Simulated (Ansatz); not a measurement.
According to PBE (plane waves, PAW; program Ansatz), Co in the cubic phase (P4_132; Co on 8c, Co on 12d) relaxes to a = 6.056 Å.

Electronic character: metallic (no gap). The magnetic state found is ferromagnetic. The net moment is 1.65 μB per atom.

The start of the workflow was typed in or built on a structure type; neither database checked (COD, Materials Project) lists it. It is not the phase usual at ambient conditions (space group No. 194). The PBE relaxation kept the symmetry of its start; its stability against distortions is not shown here. Spin order of the final state: ferromagnetic, the only order run, not a proven ground state.

Potentials: the later of the program's two PAW sets.
